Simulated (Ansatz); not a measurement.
**LiInPt: enthalpy under pressure, worked through**

Method: Ansatz 0.2.0, DFT PBEsol, scalar-relativistic, plane waves, PAW. Run with 420 eV cutoff, 12×12×14 k-mesh, Gaussian smearing of 0.10 eV, no spin polarisation.

Reference structure (relaxed):

```
Li In Pt
1.0
     4.37736    0.00000    0.00000
    -2.18868    3.79091    0.00000
     0.00000    0.00000    2.84515
Li In Pt
1 1 1
Direct
  0.00000 0.00000 0.00000
  0.33333 0.66667 0.50000
  0.66667 0.33333 0.00000
```

Cell and atoms were relaxed at each target pressure within the start's symmetry (P-6m2), at zero temperature; other phases can be more stable under pressure. H = E + PV with P the target; E is the free energy at the smearing used, whose derivative the pressure is, per atom and counted from zero pressure. The mesh named is that at zero pressure; some other pressures ran on another.

Spin–orbit coupling is left out, which can shift energies with elements as heavy as these.

| P (GPa) | V (Å³/atom) | E − E0 (meV) | H − H0 (meV) |
| --- | --- | --- | --- |
| 0 | 15.738 | 0.0 | 0.0 |
| 2 | 15.466 | 1.6 | 194.7 |
| 5 | 15.105 | 9.4 | 480.8 |
| 10 | 14.601 | 32.8 | 944.1 |
| 20 | 13.813 | 105.3 | 1829.7 |
| 40 | 12.721 | 305.0 | 3481.0 |

Thermodynamics gives dH/dP = V along a relaxed path. Integrate V over P by the trapezoid rule and compare with the computed enthalpies.

With 1 eV/Å³ = 160.22 GPa, each step adds the mean volume times ΔP / 160.22:
```tsv
P (GPa)	∫V dP (meV)	H − H0 (meV)	difference (meV)
2	194.8	194.7	0.1
5	481.0	480.8	0.1
10	944.5	944.1	0.4
20	1831.2	1829.7	1.6
40	3487.4	3481.0	6.4
```

V(P) curves upward, so the trapezoid rule runs high; integrating a smooth curve through the same points puts that excess at about 6.4 meV at 40 GPa, against the 6.4 meV found.

At 40 GPa, how much of the enthalpy change is stored energy and how much is the PV term?

E rises by 305 meV/atom and PV is 40 × 12.721 / 160.22 = 3176 meV/atom, so PV makes 91 % of ΔH. So between rival structures at high pressure a small difference in volume can outweigh the difference in energy: 1 % of this volume is worth 31.8 meV/atom at this pressure.

What bulk modulus do the lowest pressures give, and how is the compression shared among the axes?

From the pressures that the runs reached, -2.02 GPa (16.039 Å³) and 2.00 GPa (15.466 Å³), B = −ΔP/Δln V = 4.02 / 0.0364 = 110 GPa, a mean over that range. The linear compressibilities −Δln(length)/ΔP are 3.35 along a, 3.35 along b, 2.37 along c (in TPa⁻¹). With fixed angles they add up to 1/B: 9.08 against 9.08. Softest: a and b, at 37 % of the volume change per axis.